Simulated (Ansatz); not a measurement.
MgH$_{2}$:
```yaml
crystal:
  lattice:
    - [4.47745, 0.00000, 0.00000]
    - [0.00000, 4.47745, 0.00000]
    - [0.00000, 0.00000, 3.00762]
  atoms:
    - { symbol: Mg, position: [0.00000, 0.00000, 0.00000] }
    - { symbol: Mg, position: [0.50000, 0.50000, 0.50000] }
    - { symbol: H, position: [0.30442, 0.30442, 0.00000] }
    - { symbol: H, position: [0.19558, 0.80442, 0.50000] }
    - { symbol: H, position: [0.69558, 0.69558, 0.00000] }
    - { symbol: H, position: [0.80442, 0.19558, 0.50000] }
```

Relaxed with PBEsol. Special points in fractions of this cell's reciprocal vectors: Γ (0.000, 0.000, 0.000); X (0.000, 0.500, 0.000); M (0.500, 0.500, 0.000); Z (0.000, 0.000, 0.500); R (0.000, 0.500, 0.500); A (0.500, 0.500, 0.500).

Problem. List the band energies nearest the valence-band maximum at these points for the program Ansatz at the PBEsol level (PAW).

Solution. In eV from the valence-band maximum; about four levels below and three above (degenerate sets whole), none deeper than 8.9 eV; points with the same levels are listed once.

```
k                    below                above
-  -----------------------  -------------------
Γ  -6.67 -1.52 -1.52 -0.47  4.40 4.95 9.06 9.06
X  -5.01 -5.01 -0.54 -0.54  5.13 5.13 9.95 9.95
M  -3.89 -3.89 -2.89 -2.89  9.01 9.01 9.11 9.11
Z  -3.19 -3.19 -0.10 -0.10  6.21 6.21 6.57 6.57
R  -2.40 -2.40 -1.19 -1.19  5.00 5.00 6.64 6.64
A  -1.97 -1.97 -1.03 -1.03  3.66 3.66 3.86 3.86
```

Space group P4_2/mnm (rutile). The PBEsol relaxation kept the symmetry of its start; of distortions, only those at the zone centre were tested.

Potentials: the later of the program's two PAW sets.
